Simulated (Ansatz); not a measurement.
Relaxed-ion elastic tensor of Ti (fcc (Cu type), Fm-3m) in GPa (Voigt order), LDA in the plane-wave PAW code Ansatz; density 4.96 g/cm³, 16.02 Å³ per atom.

```
 139   114   114   0.0   0.0   0.0
 114   139   114   0.0   0.0   0.0
 114   114   139   0.0   0.0   0.0
 0.0   0.0   0.0  57.9   0.0   0.0
 0.0   0.0   0.0   0.0  57.9   0.0
 0.0   0.0   0.0   0.0   0.0  57.9
```

Q: Is the crystal mechanically stable?

A: Yes: the smallest eigenvalue of C is 25.1 GPa.

Q: Work out the Voigt, Reuss and Hill averages.

A: K_V = 122, K_R = 122, K_H = 122; G_V = 39.8, G_R = 23.7, G_H = 31.7 GPa.

Q: Give Young's modulus, Poisson's ratio, Pugh's ratio and the universal anisotropy index.

A: E = 9KG/(3K + G) = 87.6 GPa; ν = 0.38; K/G = 3.85 (ductile by the Pugh limit of 1.75); A_U = 5G_V/G_R + K_V/K_R − 6 = 3.40.

Q: Estimate the sound speeds and the Debye temperature.

A: v_l = √((K + 4G/3)/ρ) = 5760 m/s, v_t = √(G/ρ) = 2530 m/s, mean 2850 m/s; Θ = (h/k)(3n/4πV)^(1/3) v_m = 337 K.

Q: Give the Zener ratio and Young's modulus along [100], [110] and [111].

A: A = 2C44/(C11 − C12) = 4.62; 1/E = S11 − 2(S11 − S12 − S44/2)Γ with Γ = 0, 1/4, 1/3 gives 36.4, 84.3, 150 GPa.

The workflow started from an entry of the Crystallography Open Database (COD), which files this formula under 3 space groups. It is not the phase usual at ambient conditions (space group No. 194). Symmetry was held in the LDA relaxation; whether a distortion lowers the energy is not shown. No spin polarisation was allowed. As this level gives no gap, shear constants depend on the k-mesh and smearing (Fermi–Dirac, 0.1 eV here). On the denser mesh and wider smearing of the elastic run this cell carries a stress of 0.3 GPa.

Potentials: the later of the program's two PAW sets.
